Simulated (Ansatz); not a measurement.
The start is a relaxed V cell, doubled along one cell vector, shaken by Gaussian noise of σ = 0.08 Å a coordinate. The cell and all atomic positions are relaxed at zero pressure with PBE (plane waves to 420 eV, PAW, scalar-relativistic; Ansatz, a first-principles code). The first steps use a coarse 9×9×7 k-mesh.

Initial structure:
```
V
1.0
    4.21666     0.00000     0.00000
   -2.10833     3.65174     0.00000
    0.00000     0.00000     4.67959
V
4
Cartesian
 -0.02628   2.45420   0.13347
 -0.05211   2.32215   2.42948
  2.07851   1.32451   0.02154
  2.06040   1.34058   2.36506
```

Problem. How much energy is released per atom?

Solution. 1.50 eV/atom.

Problem. How does the volume per atom move from start to end?

Solution. -25.3 %, from 18.01 to 13.46 Å³/atom.

Problem. Is the parent structure recovered?

Solution. It does not go back: it reaches Im-3m (No. 229), bcc (W type), 1.51 eV/atom below the parent.

Problem. How do the shortest distances between atoms change?

Solution. The closest pairs of elements (up to four, under 3.6 Å), start → end: V–V 2.30 → 2.60 Å.

Problem. What band gap does the relaxed structure have at this level?

Solution. Zero (metallic).

Problem. What does it relax into? Give the structure.

Solution. 
```cif
data_V2
_chemical_formula_sum 'V2'
_space_group_name_H-M_alt 'Im-3m'
_space_group_IT_number 229
_space_group_name_Hall '-I 4 2 3'
_cell_length_a 2.99731
_cell_length_b 2.99731
_cell_length_c 2.99731
_cell_angle_alpha 90.000
_cell_angle_beta 90.000
_cell_angle_gamma 90.000
loop_
_atom_site_label
_atom_site_type_symbol
_atom_site_symmetry_multiplicity
_atom_site_Wyckoff_symbol
_atom_site_fract_x
_atom_site_fract_y
_atom_site_fract_z
_atom_site_occupancy
V1 V 2 a 0.00000 0.00000 0.00000 1
```
(The calculation used a cell of 1 atom; values per cell refer to that cell.)

Final values are on a 22×22×22 k-mesh of the relaxed cell. No spin polarisation in the result.

Of the parent cell (P6/mmm (No. 191)): it is a generated cell of V: the first start was made by placing the elements on the sites of a structure type, and the end was not matched to a known phase here, so it may be hypothetical. Known forms of V include space group No. 229.
